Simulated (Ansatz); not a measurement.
The guess for AlGa2As3 was made by a generator: random cell by space group and Wyckoff sites (Immm, No. 71). Lengths were set from tabulated atomic sizes, so they are only a guess.

```yaml
crystal:
  lattice:
    - [-2.94444, 3.33425, 3.38171]
    - [2.94444, -3.33425, 3.38171]
    - [2.94444, 3.33425, -3.38171]
  atoms:
    - { symbol: Al, position: [0.50000, 0.00000, 0.50000] }
    - { symbol: Ga, position: [0.21619, 0.21619, 0.00000] }
    - { symbol: Ga, position: [0.78381, 0.78381, 0.00000] }
    - { symbol: As, position: [0.00000, 0.26092, 0.26092] }
    - { symbol: As, position: [0.00000, 0.73908, 0.73908] }
    - { symbol: As, position: [0.50000, 0.50000, 0.00000] }
```

Computed with DFT PBE, scalar-relativistic, plane waves, PAW in Ansatz 0.2.0. Cutoff 420 eV, Gaussian smearing, Γ-centred meshes. Cell and atoms relax first on a coarse mesh and then on a finer one. In between, the cell is made exact in the group found at 0.06 Å. In metals the finer mesh still leaves noise of several meV/atom or more. The steps can't lower the symmetry of their start. No spin polarisation.

A guess keeps its type if space group and coordination stay and the shape of the cell changes little (axis ratios within about 15 %, angles within 6°); the volume may change.

Q: Will the relaxed cell still be of the starting type?

A: It doesn't keep its type. The symmetry stays Immm (No. 71). The volume per atom grows by 2.9 %, from 22.1 to 22.8 Å³. The shortest distance goes from 1.92 Å (Ga–As) to 2.64 Å (Al–As). Counting neighbours within 15 % of an atom's shortest distance, the start has Al 2, As 2, Ga 3 and the end Al 8, As 6, Ga 5. In detail, at the end Al is surrounded by 4 As at 2.64 Å and 4 Ga at 2.80 Å; Ga is surrounded by 3 As at 2.68–2.74 Å and 2 Al at 2.80 Å; As on a site of symmetry m2m is surrounded by 2 Al at 2.64 Å, 2 Ga at 2.74 Å and 2 As at 2.75 Å; 1 more site not described.

```
Al Ga As
1.0
    -1.90530    3.79773    4.72207
     1.90530   -3.79773    4.72207
     1.90530    3.79773   -4.72207
Al Ga As
1 2 3
Direct
  0.00000 0.50000 0.50000
  0.21658 0.21658 0.00000
  0.78342 0.78342 0.00000
  0.23974 0.00000 0.23974
  0.76026 0.00000 0.76026
  0.50000 0.50000 0.00000
```

The last run used a 12×12×12 mesh for its 6-atom cell and Gaussian smearing of 0.10 eV. Symmetry constrained the relaxation, so the result can be a saddle point.
